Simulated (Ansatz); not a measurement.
## Ba$_{2}$Pb$_{3}$: settings compared (Ansatz)

Launch command:

```bash
ansatz run input.yaml --threads 1 --pin off --max-ram 2560MiB --backend cpu --events-out ev --progress --plain --runs-dir out
```

The input file (Ansatz 0.2.0, plane waves):

```yaml
crystal:
  lattice:
    - [-2.386889, 3.957344, 4.944575]
    - [4.773778, 0.0, 0.0]
    - [2.386889, 3.957344, -4.944575]
  atoms:
    - { symbol: Pb, position: [0.0, 0.0, 0.0] }
    - { symbol: Pb, position: [0.7032, 0.5, 0.7032] }
    - { symbol: Pb, position: [0.2968, 0.5, 0.2968] }
    - { symbol: Ba, position: [0.7245, 0.2245, 0.2755] }
    - { symbol: Ba, position: [0.2755, 0.7755, 0.7245] }
  symmetry: { tolerance: 0.0003 }
kpoints:
  mp_grid: { grid: [4, 4, 4], shift: [0, 0, 0] }
magnetization:
  spin_polarized: false
scf:
  occupations: { method: fermi_dirac }
hamiltonian:
  pseudopotentials: { kind: paw }
  xc: pbe
basis:
  ecutwfc: 420
output:
  forces: true
  stress: true
  eigenvalues: true
  write_density: true
  write_potential: true
  elf: true
  volumetric_format: npy
```

Origin of the cell: a known structure type with other elements, at an estimated volume, so it need not be a known compound.

The smearing width isn't typed, so it takes its default of 0.1 eV.

Output of this run (shortened):

```
Pseudopotentials: kind: paw
Pseudopotential: Pb, paw, valence charge 14, recommended cutoff 420 eV (normal), Pb.paw.azcp
Pseudopotential: Ba, paw, valence charge 10, recommended cutoff 420 eV (normal), Ba.paw.azcp
Functional definition: PBE
  exchange = pbe_x(kappa = kappa, mu = beta*pi^2/3)
  correlation = pbe_c(beta = beta)
Crystal: 5 atoms, lattice volume = 186.821 Å³
Basis set: ecut = 420 eV, 3631 PW (Γ), exchange–correlation on 96×64×96 points (8 copies of the dense FFT grid, shifted against one another)
Bands: 38, of which v1, the nominal top of the filled ones, is band 31 counted from 1 (30 counted from 0)
Symmetry: 8 space group operations
Space group: Immm (ITA 71), of the structure as read, at distance tolerance 1.7e-3 Å
k-points: 18 of 64
[… 4 lines left out …]
Initial density: superposition of atomic densities (neutral atoms: chi_scale 0, normalization atom), corrected by the library's trained network
Functional: x = pbe(κ = 0.804, μ = 0.219515), c = pbe(β = 0.066725)
SCF iter   1: F=—  HF=-47620.426840 eV  Δρ=1.77e-3  dr2=8.78e-3
SCF iter   2: F=—  HF=-47620.425867 eV  Δρ=1.15e-3  dr2=4.03e-3
SCF iter   3: F=—  HF=-47620.425697 eV  Δρ=3.27e-4  dr2=3.68e-4
SCF iter   4: F=—  HF=-47620.425669 eV  Δρ=1.59e-4  dr2=9.69e-5
SCF iter   5: F=—  HF=-47620.425677 eV  Δρ=3.97e-5  dr2=7.28e-6
SCF iter   6: F=—  HF=-47620.425677 eV  Δρ=1.12e-5  dr2=3.49e-7
SCF iter   7: F=-47620.425677 eV  HF=-47620.425677 eV  Δρ=2.92e-6  dr2=2.05e-8
SCF 1 converged in 7 iterations: F = -47620.425677 eV  dr2 = 2.05e-8
SCF converged after 7 iterations
Free energy (F): -47620.425677 eV
Harris-Foulkes:  -47620.425677 eV  (|F-HF|=2.45e-9)
Internal energy: -47620.281143 eV  (E = F + TS)
E sigma→0 (E₀):  -47620.353410 eV
Entropy (-TS):   -0.144534 eV (-28.907 meV/atom)
Fermi energy:    8.990720 eV
--- Per-component energies (eV) ---
  E_band       = -263.459062
  E_kinetic    = 1210.740223
  E_local      = -4274.910721  (includes V_loc(G=0)·N_el)
  E_nonlocal   = 1162.533580
  E_hartree    = 1696.980079
  E_xc         = -997.850103
  E_vxc        = -668.612117  (∫ρ·V_xc dr)
  E_paw        = -41674.974913  (= ΣΔE_a)
  E_vpaw       = -1087.166803  (= ΣTr[D̂ρ^β])
  E_aug_tail   = 0.000147  (compensation charges beyond the density's cutoff)
  E_ewald      = -4742.799434
  E_smearing   = -0.144534  (= −TS)
  Σ components = -47620.425677   (vs F -47620.425677, Δ=0.00e0)
--- Forces (eV/Å), atoms counted from 1 ---
  atom   1  Pb    -0.000000     0.000000     0.000000
  atom   2  Pb    -0.000000     0.146341    -0.000000
  atom   3  Pb     0.000000    -0.146341     0.000000
  atom   4  Ba    -0.000000     0.000000    -0.116107
  atom   5  Ba     0.000000     0.000000     0.116107
  max |Σ_I F_I| component: 2.78e-17 eV/Å
--- Stress (GPa, compression-positive) ---
        2.155651      -0.000000       0.000000
       -0.000000      -0.849250      -0.000000
        0.000000      -0.000000       5.462941
  P = ⅓ Tr σ = 2.2564 GPa (22.564 kbar)
```

The same input was run again with these changes:

1. `scf.algorithm` default → density_mixing; `scf.convergence.dr2_threshold` default → 1.0e-11; `scf.n_extra_bands` default → 32
2. `scf.mixing.algorithm` default → msr1; `scf.mixing.beta` default → 0.3; `scf.mixing.ndim` default → 8; `accuracy` default → low

| run | end | SCF iterations | P (GPa) | max force component (eV/Å) | moment (μB) | ΔE(σ→0) (meV/atom) |
| --- | --- | --- | --- | --- | --- | --- |
| base | converged | 7 | 2.26 | 0.146 | – | 0 |
| 1 | converged | 11 | 2.26 | 0.146 | – | 0.00 |
| 2 | converged | 7 | 2.26 | 0.146 | – | 0.00 |

Energies are compared only where functional, datasets, charge and starting cell are the same.

Caveats of the base run: no spin-orbit coupling, though heavy elements are present; the k mesh is coarse if the cell is a metal.

The base run took 11 s on 1 thread of Arm Neoverse V2, with other jobs on the host, peak memory 0.44 GiB, from the program's own first density.
